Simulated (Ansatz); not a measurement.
# What moves the field gradients of K2HgC4N4?

Cell of run 1: a COD entry, atoms as given.

Space group Fd-3m:1 (No. 227); a = 12.7600 Å.

```csv
site,Wyckoff,site symmetry,x,y,z
K,16c,.-3m,0.6250,0.6250,0.1250
Hg,8b,-43m,0.0000,0.0000,0.5000
C,32e,.3m,0.3400,0.3400,0.8400
N,32e,.3m,0.4000,0.4000,0.9000
```

One atom of each set is listed; the run and its k-mesh use a cell of 22 atoms with edges of 9.02, 9.02, 9.02 Å.

Relaxed positions (PBE, cell held):

K (0.6250, 0.6250, 0.1250)
Hg (0.0000, 0.0000, 0.5000)
C (0.3487, 0.3487, 0.8487)
N (0.4015, 0.4015, 0.9015)

All runs are DFT with Ansatz 0.2.0 (plane waves and PAW, scalar-relativistic unless spin–orbit coupling is named, Γ-centred meshes, Fermi–Dirac smearing where given) in this cell.

Run 1: PBE, atoms as given; 420 eV, 5×5×5 k-points, smearing 0.05 eV.
Run 2: PBE, atoms relaxed; 420 eV, 5×5×5 k-points, smearing 0.05 eV.
Run 3: r2SCAN, at the relaxed atoms; 500 eV, 5×5×5 k-points, smearing 0.05 eV.

| run | K V_zz (η) | C V_zz (η) | N V_zz (η) |
| --- | --- | --- | --- |
| 1 | -1.63 (0.00) | -4.82 (0.00) | -4.83 (0.00) |
| 2 | -2.14 (0.00) | -5.70 (0.00) | -8.20 (0.00) |
| 3 | ? | ? | ? |

V_zz in 10²¹ V/m²; 3 of the 4 sets of like atoms are followed.

**Question.** Estimate the row of run 3.

**Answer.** K: -2.21 (0.00); C: -6.07 (0.00); N: -8.53 (0.00). It lies nearest to run 2, from whose tensors on these sites it differs by 0.37 at most (largest principal value of the difference, on C). Taken one at a time, the positions of the atoms (as given or relaxed) move the tensors on these sites by up to 3.37 (largest principal value of the change, on N), the functional (r2SCAN with its higher cutoff) by 0.37 (C).

Without spin–orbit coupling the gradients at and beside Hg can be off by some per cent, at some sites by more. The database positions were far from equilibrium, so the relaxed structure may not be the compound's real one. In runs 1, 3 the atoms aren't at the calculated equilibrium (largest force 13, 0.86 eV/Å). The cell isn't the equilibrium one in run 1 (calculated pressure -6 GPa), and the entry's cell may itself be off. Run 1: The database positions are far from the calculated equilibrium, so these values describe the entry as written and may be far from the real compound's.
